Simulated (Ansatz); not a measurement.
## GeS₂: computed property card

GeS$_{2}$:
```yaml
crystal:
  lattice:
    - [5.78283, 0.00000, 0.00000]
    - [0.00000, 5.78283, 0.00000]
    - [0.00000, 0.00000, 3.49552]
  atoms:
    - { symbol: Ge, position: [0.00000, 0.00000, 0.00000] }
    - { symbol: Ge, position: [0.50000, 0.50000, 0.50000] }
    - { symbol: S, position: [0.30817, 0.30817, 0.00000] }
    - { symbol: S, position: [0.80817, 0.19183, 0.50000] }
    - { symbol: S, position: [0.19183, 0.80817, 0.50000] }
    - { symbol: S, position: [0.69183, 0.69183, 0.00000] }
```

Space group P4_2/mnm (No. 136), rutile; conventional cell a = 5.783 Å, b = 5.783 Å, c = 3.496 Å, α = 90.00°, β = 90.00°, γ = 90.00°.

Method: the program Ansatz at the PBEsol level (PAW). Structure relaxed to zero pressure with the same functional. Other levels are named where they apply.

Cell and energy:

```json
{
  "volume_per_atom": "19.48 Å³",
  "density": "3.89 g/cm³",
  "Formation energy from the elements (no fitted shifts)": "-6.1 kJ/mol of atoms"
}
```

Electronic structure:

```json
{
  "electronic_character": "metallic (no gap)",
  "Density of states at the Fermi level": "0.05 states/eV per atom (mean over ±0.08 eV)"
}
```

Mechanics:

```json
{
 "Bulk modulus (Birch–Murnaghan fit)": "54.6 GPa",
 "Pressure derivative B′": "10.1"
}
```

Phonons:

```json
{
  "highest_zone_centre_frequency": "373 cm⁻¹",
  "zone_centre_stability": "unstable, softest mode 101i cm⁻¹"
}
```

A made-up cell: these elements were put on the sites of a structure type; neither database checked (COD, Materials Project) lists it. COD files the formula under space group No. 14, 43, 82, 122, 217, so this cell is another polymorph or a model. Whether it is the stable phase at ambient conditions was not checked. Symmetry was held in the PBEsol relaxation. A small band overlap can be real or an error of a semilocal functional. As this level gives no gap, phonon frequencies hold no LO–TO term and depend on the k-mesh and smearing (Fermi–Dirac, 0.1 eV here). The references are the lowest solids computed at this level, not always the standard phases. Scalar-relativistic: spin–orbit coupling is off unless named, which matters more the heavier the elements.

Potentials: the later of the program's two PAW sets.
